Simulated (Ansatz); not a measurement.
BaF$_{2}$:
```
CELL_PARAMETERS angstrom
      0.00000     3.12313     3.12313
      3.12313     0.00000     3.12313
      3.12313     3.12313     0.00000
ATOMIC_POSITIONS crystal
  Ba 0.00000 0.00000 0.00000
  F  0.25000 0.25000 0.25000
  F  0.75000 0.75000 0.75000
```

DFT-PBE in the program Ansatz with PAW potentials gives a gap of 6.73 eV without spin–orbit coupling, maximum on the K–Γ line, 39 % of the way from K, minimum at Γ.

Question: What happens when spin–orbit coupling is switched on?

Answer: The gap shrinks by 0.01 eV, to 6.72 eV; maximum on the K–Γ line, 39 % of the way from K, minimum at Γ.

Question: Give the electron effective mass with spin–orbit coupling.

Answer: 0.49 mₑ (isotropic).

Question: Give the hole effective mass with spin–orbit coupling.

Answer: 2.7, 5.1, 7.3 mₑ (principal values).

Space group Fm-3m (fluorite). Symmetry was held in the PBE relaxation.

Potentials: the earlier of the program's two PAW sets.
